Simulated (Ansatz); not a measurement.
Data:

SrPd:
```xyz
4
Lattice="2.1229 -5.6698 0.0000 2.1229 5.6698 0.0000 0.0000 0.0000 4.5097" Properties=species:S:1:pos:R:3 pbc="T T T"
Sr     2.1229    -4.0943     3.3823
Sr     2.1229     4.0943     1.1274
Pd     2.1229    -0.8065     3.3823
Pd     2.1229     0.8065     1.1274
```

This is the r²SCAN-relaxed structure.

Question: All from DFT-r²SCAN in the program Ansatz with PAW potentials, unless another level is named. Predict the formation energy from the elements (no fitted shifts).

Answer: -614 meV/atom.

Question: And the density of states at the Fermi level?

Answer: 0.14 states/eV per atom (mean over ±0.08 eV).

Space group Cmcm. The workflow started from a Materials Project entry (that database holds measured and hypothetical structures alike); the Crystallography Open Database copy checked does not list it. Whether it is the stable phase at ambient conditions was not checked. The r²SCAN relaxation kept the symmetry of its start; its stability against distortions is not shown here. No spin polarisation was allowed. The references are the lowest solids computed at this level, not always the standard phases. Spin–orbit coupling is left out wherever it is not named.

Potentials: the later of the program's two PAW sets.
